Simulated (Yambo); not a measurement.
Yambo run on KScS2O8 (space group C2/m, No. 12). The wavefunctions come from this Quantum ESPRESSO step (PBEsol, PseudoDojo standard norm-conserving files, scalar-relativistic):

```
&CONTROL
  calculation = 'nscf'
  pseudo_dir = './pseudo'
  outdir = './out'
/
&SYSTEM
  ibrav = 0
  nat = 12
  ntyp = 4
  ecutwfc = 84.0
  ecutrho = 336.0
  occupations = 'fixed'
  force_symmorphic = .true.
  nbnd = 278
/
&ELECTRONS
  conv_thr = 1.2000000000000002e-08
  diago_full_acc = .true.
  diago_thr_init = 1e-08
/
ATOMIC_SPECIES
O 15.9990 O.upf
S 32.0600 S.upf
K 39.0983 K.upf
Sc 44.9559 Sc.upf
CELL_PARAMETERS angstrom
  4.270505000000  -2.684490000000   0.000000000000
  4.270505000000   2.684490000000   0.000000000000
 -0.663724000000   0.000000000000   8.155827000000
ATOMIC_POSITIONS crystal
O   0.313530000000   0.313530000000   0.366200000000
O   0.686470000000   0.686470000000   0.633800000000
O   0.243490000000   0.695410000000   0.180340000000
O   0.756510000000   0.304590000000   0.819660000000
O   0.304590000000   0.756510000000   0.819660000000
O   0.695410000000   0.243490000000   0.180340000000
O   0.240150000000   0.240150000000   0.068900000000
O   0.759850000000   0.759850000000   0.931100000000
S   0.369470000000   0.369470000000   0.202480000000
S   0.630530000000   0.630530000000   0.797520000000
K   0.000000000000   0.000000000000   0.500000000000
Sc   0.000000000000   0.000000000000   0.000000000000
K_POINTS automatic
2 2 1 0 0 0
```

Yambo input:

```
rim_cut
gw0
dyson
el_el_corr
HF_and_locXC
ppa
em1d
RandQpts= 1000000
RandGvec= 1 Ry
EXXRLvcs= 84 Ry
VXCRLvcs= 336 Ry
Chimod= "HARTREE"
% BndsRnXp
 2 | 277 |
%
NGsBlkXp= 7 Ry
% LongDrXp
 1.0 | 1.0 | 1.0 |
%
PPAPntXp= 27.2114 eV
% GbndRnge
 1 | 277 |
%
GTermKind= "BG"
DysSolver= "n"
ExtendOut
% QPkrange
 1 | 1 | 40 | 41 |
 2 | 2 | 40 | 41 |
 3 | 3 | 40 | 41 |
%
```

k points by index: 1 = Γ, 2 = (0, -0.5, 0), 3 = (-0.5, -0.5, 0).

Resulting energies as the program prints them:

```
#    K-point    Band    Eo [eV]    E [eV]    E-Eo [eV]    Vxc [eV]    Vnlxc [eV]    Sc|Eo [eV]    Sc|E [eV]    dSc/dw|Eo [eV]    Re(Z)    Im(Z)
#
    1    40    -0.047979    -1.407191    -1.359212    -19.96601    -25.66279    4.013166    4.337570    -6.493900    0.807331    -0.001307
    1    41    4.358280    6.723712    2.365432    -17.36347    -9.366288    -5.104308    -5.631751    -6.067075    0.817685    -0.001496
    2    40    -0.192273    -1.640069    -1.447796    -19.67633    -25.38833    3.921862    4.264207    -6.433491    0.808778    -0.001797
    2    41    4.589101    6.978104    2.389002    -17.96510    -9.929365    -5.085293    -5.646737    -6.395257    0.809686    0.003716
    3    40    0.000000    -1.386322    -1.386322    -20.01903    -25.69594    3.961462    4.290594    -6.459732    0.808150    -0.001295
    3    41    4.253016    6.618466    2.365450    -17.51345    -9.609892    -5.015204    -5.538109    -6.014881    0.818970    -0.001369
```
(The two width columns are left out.) Convergence of these settings isn't established.

Geometry of the Materials Project entry, not relaxed at this level.

The structure is a Materials Project entry; no match was found in the copy of COD used, and its stability was not checked.
